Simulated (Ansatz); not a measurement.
An Ansatz (a first-principles code) run. Input:

Ansatz 0.2 input:
```yaml
crystal:
  lattice:
    - [2.5912730973, 1.4960722203, 4.5493739229]
    - [-2.5912730973, 1.4960722203, 4.5493739229]
    - [0.0, -2.9921444405, 4.5493739229]
  atoms:
    - { symbol: Li, position: [0.75, 0.75, 0.75] }
    - { symbol: Li, position: [0.25, 0.25, 0.25] }
    - { symbol: Nb, position: [0.0, 0.0, 0.0] }
    - { symbol: Nb, position: [0.5, 0.5, 0.5] }
    - { symbol: O, position: [0.6295781566, 0.8704218434, 0.25] }
    - { symbol: O, position: [0.3704218434, 0.1295781566, 0.75] }
    - { symbol: O, position: [0.25, 0.6295781566, 0.8704218434] }
    - { symbol: O, position: [0.75, 0.3704218434, 0.1295781566] }
    - { symbol: O, position: [0.8704218434, 0.25, 0.6295781566] }
    - { symbol: O, position: [0.1295781566, 0.75, 0.3704218434] }
kpoints:
  mp_grid: { grid: [7, 7, 7] }
hamiltonian:
  xc: pbesol
  pseudopotentials: { azcp: { folder: ./paw }, kind: paw }
scf:
  occupations: { method: fixed }
elastic: { mode: relaxed_ion, stencil: two_point, amplitude: 0.005, f_tol: 0.0005 }
```

Output (shortened):

```
Pseudopotential: Li, paw, valence charge 3
Pseudopotential: Nb, paw, valence charge 13
Pseudopotential: O, paw, valence charge 6
Functional definition: PBEsol
Crystal: 10 atoms, lattice volume = 105.820 Å³
Basis set: ecut = 420 eV, 2073 PW (Γ), exchange–correlation on 80×80×80 points (8 copies of the dense FFT grid, shifted against one another)
Bands: 44, of which v1, the nominal top of the filled ones, is band 34 counted from 1 (33 counted from 0)
Symmetry: 12 space group operations
Space group: R-3c (ITA 167), of the structure as read, at distance tolerance 4.7e-5 Å
k-points: 44 of 343
SCF 1 converged in 12 iterations: F = -12772.688005 eV  dr2 = 6.18e-14
Crystal: 10 atoms, lattice volume = 105.291 Å³
Basis set: ecut = 420 eV, 2057 PW (Γ), exchange–correlation on 80×80×80 points (8 copies of the dense FFT grid, shifted against one another)
Symmetry: 4 space group operations
k-points: 100 of 343
SCF 2 converged in 13 iterations: F = -12772.684975 eV  dr2 = 7.08e-15
relax step   1: F+E_penalty+E_count = -12772.68497507 eV  Δ(F+E_penalty+E_count) = +0.000e0 eV  max|allowed force component| = 4.362e-2 eV/Å  Δτ_max = 0.0000 Å  (13 SCF iters, accepted)
Crystal: 10 atoms, lattice volume = 105.291 Å³
SCF 3 converged in 10 iterations: F = -12772.685547 eV  dr2 = 1.52e-14
relax step   2: F+E_penalty+E_count = -12772.68554651 eV  Δ(F+E_penalty+E_count) = -5.714e-4 eV  max|allowed force component| = 2.357e-2 eV/Å  Δτ_max = 0.0031 Å  (10 SCF iters, accepted)
Crystal: 10 atoms, lattice volume = 105.291 Å³
SCF 4 converged in 10 iterations: F = -12772.685761 eV  dr2 = 1.74e-14
relax step   3: F+E_penalty+E_count = -12772.68576056 eV  Δ(F+E_penalty+E_count) = -2.140e-4 eV  max|allowed force component| = 6.340e-3 eV/Å  Δτ_max = 0.0032 Å  (10 SCF iters, accepted)
Crystal: 10 atoms, lattice volume = 105.291 Å³
SCF 5 converged in 10 iterations: F = -12772.685764 eV  dr2 = 1.17e-14
relax step   4: F+E_penalty+E_count = -12772.68576377 eV  Δ(F+E_penalty+E_count) = -3.217e-6 eV  max|allowed force component| = 1.312e-3 eV/Å  Δτ_max = 0.0007 Å  (10 SCF iters, accepted)
Crystal: 10 atoms, lattice volume = 105.291 Å³
SCF 6 converged in 8 iterations: F = -12772.685765 eV  dr2 = 3.81e-14
relax step   5: F+E_penalty+E_count = -12772.68576469 eV  Δ(F+E_penalty+E_count) = -9.142e-7 eV  max|allowed force component| = 1.813e-4 eV/Å  Δτ_max = 0.0003 Å  (8 SCF iters, accepted)
Crystal: 10 atoms, lattice volume = 105.291 Å³
SCF 7 converged in 5 iterations: F = -12772.685765 eV  dr2 = 7.06e-14
Crystal: 10 atoms, lattice volume = 106.349 Å³
Basis set: ecut = 420 eV, 2085 PW (Γ), exchange–correlation on 80×80×80 points (8 copies of the dense FFT grid, shifted against one another)
SCF 8 converged in 12 iterations: F = -12772.684983 eV  dr2 = 9.19e-14
relax step   1: F+E_penalty+E_count = -12772.68498262 eV  Δ(F+E_penalty+E_count) = +0.000e0 eV  max|allowed force component| = 4.051e-2 eV/Å  Δτ_max = 0.0000 Å  (12 SCF iters, accepted)
Crystal: 10 atoms, lattice volume = 106.349 Å³
SCF 9 converged in 10 iterations: F = -12772.685743 eV  dr2 = 8.79e-14
relax step   2: F+E_penalty+E_count = -12772.68574339 eV  Δ(F+E_penalty+E_count) = -7.608e-4 eV  max|allowed force component| = 2.286e-3 eV/Å  Δτ_max = 0.0060 Å  (10 SCF iters, accepted)
Crystal: 10 atoms, lattice volume = 106.349 Å³
SCF 10 converged in 9 iterations: F = -12772.685745 eV  dr2 = 7.57e-14
relax step   3: F+E_penalty+E_count = -12772.68574500 eV  Δ(F+E_penalty+E_count) = -1.607e-6 eV  max|allowed force component| = 1.884e-4 eV/Å  Δτ_max = 0.0003 Å  (9 SCF iters, accepted)
Crystal: 10 atoms, lattice volume = 106.349 Å³
SCF 11 converged in 6 iterations: F = -12772.685745 eV  dr2 = 4.35e-14
Crystal: 10 atoms, lattice volume = 105.291 Å³
Basis set: ecut = 420 eV, 2049 PW (Γ), exchange–correlation on 80×80×80 points (8 copies of the dense FFT grid, shifted against one another)
SCF 12 converged in 11 iterations: F = -12772.685545 eV  dr2 = 1.36e-14
relax step   1: F+E_penalty+E_count = -12772.68554529 eV  Δ(F+E_penalty+E_count) = +0.000e0 eV  max|allowed force component| = 3.284e-2 eV/Å  Δτ_max = 0.0000 Å  (11 SCF iters, accepted)
Crystal: 10 atoms, lattice volume = 105.291 Å³
SCF 13 converged in 9 iterations: F = -12772.685827 eV  dr2 = 2.56e-14
relax step   2: F+E_penalty+E_count = -12772.68582656 eV  Δ(F+E_penalty+E_count) = -2.813e-4 eV  max|allowed force component| = 1.674e-2 eV/Å  Δτ_max = 0.0019 Å  (9 SCF iters, accepted)
Crystal: 10 atoms, lattice volume = 105.291 Å³
SCF 14 converged in 9 iterations: F = -12772.685925 eV  dr2 = 1.55e-14
relax step   3: F+E_penalty+E_count = -12772.68592465 eV  Δ(F+E_penalty+E_count) = -9.809e-5 eV  max|allowed force component| = 1.089e-4 eV/Å  Δτ_max = 0.0020 Å  (9 SCF iters, accepted)
Crystal: 10 atoms, lattice volume = 105.291 Å³
SCF 15 converged in 5 iterations: F = -12772.685925 eV  dr2 = 6.18e-14
Crystal: 10 atoms, lattice volume = 106.349 Å³
Basis set: ecut = 420 eV, 2109 PW (Γ), exchange–correlation on 80×80×80 points (8 copies of the dense FFT grid, shifted against one another)
SCF 16 converged in 11 iterations: F = -12772.685521 eV  dr2 = 1.02e-14
relax step   1: F+E_penalty+E_count = -12772.68552133 eV  Δ(F+E_penalty+E_count) = +0.000e0 eV  max|allowed force component| = 3.192e-2 eV/Å  Δτ_max = 0.0000 Å  (11 SCF iters, accepted)
Crystal: 10 atoms, lattice volume = 106.349 Å³
SCF 17 converged in 9 iterations: F = -12772.685886 eV  dr2 = 9.50e-14
relax step   2: F+E_penalty+E_count = -12772.68588586 eV  Δ(F+E_penalty+E_count) = -3.645e-4 eV  max|allowed force component| = 7.961e-4 eV/Å  Δτ_max = 0.0037 Å  (9 SCF iters, accepted)
Crystal: 10 atoms, lattice volume = 106.349 Å³
SCF 18 converged in 7 iterations: F = -12772.685886 eV  dr2 = 2.43e-14
relax step   3: F+E_penalty+E_count = -12772.68588609 eV  Δ(F+E_penalty+E_count) = -2.289e-7 eV  max|allowed force component| = 5.179e-6 eV/Å  Δτ_max = 0.0001 Å  (7 SCF iters, accepted)
Crystal: 10 atoms, lattice volume = 106.349 Å³
SCF 19 converged in 6 iterations: F = -12772.685886 eV  dr2 = 5.26e-14
Crystal: 10 atoms, lattice volume = 105.820 Å³
Basis set: ecut = 420 eV, 2075 PW (Γ), exchange–correlation on 80×80×80 points (8 copies of the dense FFT grid, shifted against one another)
SCF 20 converged in 13 iterations: F = -12772.686681 eV  dr2 = 2.18e-14
relax step   1: F+E_penalty+E_count = -12772.68668069 eV  Δ(F+E_penalty+E_count) = +0.000e0 eV  max|allowed force component| = 3.566e-2 eV/Å  Δτ_max = 0.0000 Å  (13 SCF iters, accepted)
Crystal: 10 atoms, lattice volume = 105.820 Å³
SCF 21 converged in 10 iterations: F = -12772.687028 eV  dr2 = 8.51e-15
relax step   2: F+E_penalty+E_count = -12772.68702802 eV  Δ(F+E_penalty+E_count) = -3.473e-4 eV  max|allowed force component| = 1.687e-2 eV/Å  Δτ_max = 0.0038 Å  (10 SCF iters, accepted)
Crystal: 10 atoms, lattice volume = 105.820 Å³
SCF 22 converged in 11 iterations: F = -12772.687221 eV  dr2 = 1.40e-14
relax step   3: F+E_penalty+E_count = -12772.68722061 eV  Δ(F+E_penalty+E_count) = -1.926e-4 eV  max|allowed force component| = 2.146e-3 eV/Å  Δτ_max = 0.0065 Å  (11 SCF iters, accepted)
Crystal: 10 atoms, lattice volume = 105.820 Å³
SCF 23 converged in 9 iterations: F = -12772.687222 eV  dr2 = 2.93e-14
relax step   4: F+E_penalty+E_count = -12772.68722199 eV  Δ(F+E_penalty+E_count) = -1.381e-6 eV  max|allowed force component| = 6.749e-4 eV/Å  Δτ_max = 0.0003 Å  (9 SCF iters, accepted)
Crystal: 10 atoms, lattice volume = 105.820 Å³
SCF 24 converged in 8 iterations: F = -12772.687222 eV  dr2 = 1.81e-14
relax step   5: F+E_penalty+E_count = -12772.68722216 eV  Δ(F+E_penalty+E_count) = -1.653e-7 eV  max|allowed force component| = 7.289e-5 eV/Å  Δτ_max = 0.0001 Å  (8 SCF iters, accepted)
Crystal: 10 atoms, lattice volume = 105.820 Å³
SCF 25 converged in 5 iterations: F = -12772.687222 eV  dr2 = 9.33e-14
Crystal: 10 atoms, lattice volume = 105.820 Å³
Basis set: ecut = 420 eV, 2079 PW (Γ), exchange–correlation on 80×80×80 points (8 copies of the dense FFT grid, shifted against one another)
SCF 26 converged in 11 iterations: F = -12772.686699 eV  dr2 = 2.19e-14
relax step   1: F+E_penalty+E_count = -12772.68669887 eV  Δ(F+E_penalty+E_count) = +0.000e0 eV  max|allowed force component| = 3.450e-2 eV/Å  Δτ_max = 0.0000 Å  (11 SCF iters, accepted)
Crystal: 10 atoms, lattice volume = 105.820 Å³
SCF 27 converged in 11 iterations: F = -12772.687237 eV  dr2 = 4.84e-15
relax step   2: F+E_penalty+E_count = -12772.68723697 eV  Δ(F+E_penalty+E_count) = -5.381e-4 eV  max|allowed force component| = 1.618e-3 eV/Å  Δτ_max = 0.0095 Å  (11 SCF iters, accepted)
Crystal: 10 atoms, lattice volume = 105.820 Å³
SCF 28 converged in 8 iterations: F = -12772.687238 eV  dr2 = 8.06e-14
relax step   3: F+E_penalty+E_count = -12772.68723784 eV  Δ(F+E_penalty+E_count) = -8.679e-7 eV  max|allowed force component| = 1.592e-4 eV/Å  Δτ_max = 0.0003 Å  (8 SCF iters, accepted)
Crystal: 10 atoms, lattice volume = 105.820 Å³
SCF 29 converged in 5 iterations: F = -12772.687238 eV  dr2 = 5.32e-14
SCF converged after 12 iterations
Free energy (F): -12772.688005 eV
Harris-Foulkes:  -12772.688005 eV  (|F-HF|=5.46e-12)
Internal energy: -12772.688005 eV  (E = F + TS)
E sigma→0 (E₀):  -12772.688005 eV
Fermi energy:    7.343523 eV
--- Per-component energies (eV) ---
  E_band       = -522.607616
  E_kinetic    = 1789.289111
  E_local      = -4177.283856  (includes V_loc(G=0)·N_el)
  E_nonlocal   = 456.888222
  E_hartree    = 1451.553165
  E_xc         = -773.069278
  E_vxc        = -969.777200  (∫ρ·V_xc dr)
  E_paw        = -7035.303127  (= ΣΔE_a)
  E_vpaw       = -524.835239  (= ΣTr[D̂ρ^β])
  E_aug_tail   = 0.005019  (compensation charges beyond the density's cutoff)
  E_ewald      = -4485.356409
  E_core_change = 0.589147  (= ΣΔE_core)
  E_smearing   =  0.000000  (= −TS)
  E_closure    = 0.000000  (closes the sum)
  Σ components = -12772.688005   (vs F -12772.688005, Δ=0.00e0)
--- Forces (eV/Å), atoms counted from 1 ---
  atom   1  Li     0.00000000     0.00000000     0.00000000
  atom   2  Li     0.00000000     0.00000000     0.00000000
  atom   3  Nb     0.00000000     0.00000000     0.00000000
  atom   4  Nb     0.00000000     0.00000000     0.00000000
  atom   5  O     -0.00009919     0.00000000     0.00000000
  atom   6  O      0.00009919     0.00000000     0.00000000
  atom   7  O      0.00004960    -0.00008590     0.00000000
  atom   8  O     -0.00004960     0.00008590     0.00000000
  atom   9  O      0.00004960     0.00008590     0.00000000
  atom  10  O     -0.00004960    -0.00008590     0.00000000
  max |Σ_I F_I| component: 3.65e-18 eV/Å
--- Stress (GPa, compression-positive) ---
       -0.002321       0.000000       0.000000
        0.000000      -0.002321       0.000000
        0.000000       0.000000      -0.005255
  P = ⅓ Tr σ = -0.0033 GPa (-0.033 kbar)
--- Band table (eV; the first three rows and the last of 44) ---
  k-point 0: bands = ["-46.8884", "-46.8731", "-34.7959", "-34.7936", "-23.2044", "-23.2044", "-23.1866", "-23.0254", "-23.0254", "-22.9841", "-9.6836", "-9.1407", "-9.1407", "-7.8299", "-7.8272", "-7.8272", "2.3850", "2.3850", "2.6768", "2.8323", "2.8323", …
  k-point 1: bands = ["-46.8876", "-46.8739", "-34.7958", "-34.7937", "-23.1964", "-23.1959", "-23.1770", "-23.0351", "-23.0347", "-22.9945", "-9.6008", "-9.0863", "-9.0834", "-7.9270", "-7.9031", "-7.9028", "2.5341", "2.5592", "2.8095", "2.9137", "2.9346", …
  k-point 2: bands = ["-46.8855", "-46.8760", "-34.7955", "-34.7941", "-23.1737", "-23.1721", "-23.1498", "-23.0619", "-23.0606", "-23.0235", "-9.3657", "-8.9334", "-8.9202", "-8.1981", "-8.1044", "-8.1019", "2.9335", "2.9879", "3.1398", "3.2021", "3.2944", …
  k-point 43: bands = ["-46.8812", "-46.8803", "-34.7949", "-34.7947", "-23.1747", "-23.1409", "-23.1262", "-23.0927", "-23.0717", "-23.0388", "-9.0230", "-8.8657", "-8.6270", "-8.5336", "-8.4332", "-8.2352", "3.0243", "3.3577", "3.5157", "3.7808", "3.8994", …
--- Elastic constants: 3 strain directions × 2 members + reference (group order 12) ---
  dense FFT box of the reference and of every strained cell: 40×40×40
  strains applied: 11, 33, 23; error gains …
  C = ∂σ_k/∂η_j (tension-positive GPa; Voigt order 11 22 33 23 13 12):
       280.730     70.785     99.651    -30.684      0.000      0.000
        70.785    280.730     99.651     30.684      0.000      0.000
        99.631     99.631    267.670      0.000      0.000      0.000
       -30.674     30.674      0.000    101.377      0.000      0.000
         0.000      0.000      0.000      0.000    101.377    -30.674
         0.000      0.000      0.000      0.000    -30.684    104.973
  reference stress σ⁰ (GPa):      0.002      0.002      0.005      0.000      0.000      0.000
  moduli (Voigt/Reuss/Hill, GPa): K = 152.14/152.03/152.08   G = 98.82/91.17/95.00   E = 235.87   ν = 0.242
  mechanically stable: yes (min eigenvalue of sym C = 72.44 GPa)
  strain η (Voigt 11):  stress-route row diagonal C_11 = 280.73 GPa, energy-path curvature d²(F+E_count+ΔE)/dδ²/Ω₀ = 280.78 GPa
         δ    σ_11 (GPa)             F (eV)   n_scf  n_hpsi   n_pw
    -5.000e-3      -1.4156      -12772.6857647       5   49191   2080   relax 5 steps, max|allowed force component| 1.81e-4 eV/Å
     5.000e-3       1.3917      -12772.6857450       6   53774   2094   relax 3 steps, max|allowed force component| 1.88e-4 eV/Å
  strain η (Voigt 33):  stress-route row diagonal C_33 = 267.67 GPa, energy-path curvature d²(F+E_count+ΔE)/dδ²/Ω₀ = 267.63 GPa
         δ    σ_33 (GPa)             F (eV)   n_scf  n_hpsi   n_pw
    -5.000e-3      -1.3411      -12772.6859246       5   21433   2078   relax 3 steps, max|allowed force component| 1.09e-4 eV/Å
     5.000e-3       1.3356      -12772.6858861       6   23609   2109   relax 3 steps, max|allowed force component| 5.18e-6 eV/Å
  strain η (Voigt 23):  stress-route row diagonal C_44 = 101.38 GPa, energy-path curvature d²(F+E_count+ΔE)/dδ²/Ω₀ = 101.37 GPa
         δ    σ_23 (GPa)             F (eV)   n_scf  n_hpsi   n_pw
    -5.000e-3      -0.5084      -12772.6872222       5   49116   2090   relax 5 steps, max|allowed force component| 7.29e-5 eV/Å
     5.000e-3       0.5054      -12772.6872378       5   49654   2088   relax 3 steps, max|allowed force component| 1.59e-4 eV/Å
```

Cost: roughly 10 core-minutes on shared cores.

The first step of the workflow began from a Materials Project structure, measured or hypothetical; the Crystallography Open Database files this formula in space group No. 167, but the cells were not matched. It is not the phase usual at ambient conditions (space group No. 161). Symmetry was held in the PBEsol relaxation; its stability against distortions is not shown here. No spin polarisation was allowed. Spin–orbit coupling is left out wherever it is not named.

Potentials: the earlier of the program's two PAW sets.

Ansatz is a plane-wave DFT program.
